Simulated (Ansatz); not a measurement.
## Relaxing a structure of Hf

The start is a relaxed Hf cell, doubled along one cell vector, shaken by Gaussian noise of σ = 0.08 Å a coordinate. A full variable-cell relaxation at zero pressure is run with PBEsol (plane waves to 420 eV, PAW, scalar-relativistic; Ansatz, a program for electronic structure). First-step values are on the input's coarse k-mesh.

Ansatz input (later rounds restart from its end on a renewed k-mesh):
Ansatz 0.2 input:
```yaml
crystal:
  lattice:
    - [3.1521266182, 1.8198811516, 15.1031873794]
    - [-1.5760633091, 0.9099405758, 7.5515936897]
    - [0, -1.8198811515, 7.5515936897]
  atoms:
    - { symbol: Hf, position: [0.0095564169, -0.0591002743, 0.0417083798] }
    - { symbol: Hf, position: [0.5012683158, 0.0588858089, -0.0620915692] }
    - { symbol: Hf, position: [0.1042416223, 0.2257714451, 0.2330955367] }
    - { symbol: Hf, position: [0.6267056885, 0.224283148, 0.1872092963] }
    - { symbol: Hf, position: [0.394285349, 0.7668658309, 0.7831971799] }
    - { symbol: Hf, position: [0.8657407697, 0.784672208, 0.8090091314] }
basis: { ecutwfc: 420, ecutrho_ratio: 4, xc_grid: 2, fft_grid_basis: typed }
kpoints: { mp_grid: { grid: [6, 12, 12] } }
hamiltonian:
  xc: pbesol
  dispersion: none
  pseudopotentials: { azcp: { folder: ./paw }, kind: paw }
scf: { occupations: { method: fermi_dirac, width: 0.05 } }
relax: { f_tol: 0.01, max_steps: 100, cell: { stress_tol: 0.02 } }
output: { forces: true, stress: true }
```

Question: What is the largest force in the starting geometry, and on which atom (counted from 1)?

Answer: 0.78 eV/Å, on Hf1, Hf6 (atoms numbered as listed).

Question: How much energy is released per atom?

Answer: 0.04 eV/atom.

Question: Does it find its way back to the structure it was made from?

Answer: It returns to the parent structure, R-3m (No. 166).

Question: How do the shortest distances between atoms change?

Answer: The closest pairs of elements (up to four, under 3.6 Å), start → end: Hf–Hf 2.95 → 3.10 Å.

Final structure:

Space group R-3m, hexagonal axes (No. 166); a = 3.1521 Å, b = 3.1521 Å, c = 22.6548 Å, α = 90.00°, β = 90.00°, γ = 120.00°

| atom | site | symmetry | x | y | z |
|---|---|---|---|---|---|
| Hf | 3a | -3m | 0.0000 | 0.0000 | 0.0000 |
| Hf | 6c | 3m | 0.0000 | 0.0000 | 0.2226 |
(The calculation used a cell of 3 atoms; values per cell refer to that cell.)

Final values are on a 17×17×17 k-mesh of the relaxed cell. No spin polarisation in the result.

The relaxed structure here is a generated cell of Hf: the first start was made by placing the elements on the sites of a structure type, and the end was not matched to a known phase here, so it may be hypothetical. Known forms of Hf include space group No. 194.
